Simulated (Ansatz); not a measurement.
BaAg$_{2}$Ge$_{2}$ in space group I4/mmm (No. 139; Ge on 4e, Ag on 4d, Ba on 2a), plane-wave PAW PBE (Ansatz code), all energies at zero smearing, with the estimated change up to a 700 eV cutoff added, with one set of potentials and settings (totals compare only within such a set). Cell of 5 atoms (2 Ge, 2 Ag, 1 Ba): -29722.374 eV.

```csv
element,reference phase,E (eV/atom)
Ge,"Fd-3m, 2 atoms in the cell",-4294.9847
Ag,"R-3m, 3 atoms in the cell",-7590.5531
Ba,"Im-3m, 1 atoms in the cell",-5949.5401
```

Formation energy per atom, worked out: (-29722.374 − 2×(-4294.9847) − 2×(-7590.5531) − 1×(-5949.5401))/5 = -0.352 eV/atom (-34 kJ per mol of atoms), at 0 K, without zero-point energy or fitted corrections.

The workflow started from an entry of the Crystallography Open Database (COD). Its standing as an ambient phase is unchecked. The cell was relaxed with PBE under the symmetry of its start; its stability against distortions is not shown here. No spin polarisation was allowed. The references are the lowest solids computed at this level, not always the standard phases. Spin–orbit coupling is left out wherever it is not named.

Potentials: the later of the program's two PAW sets.
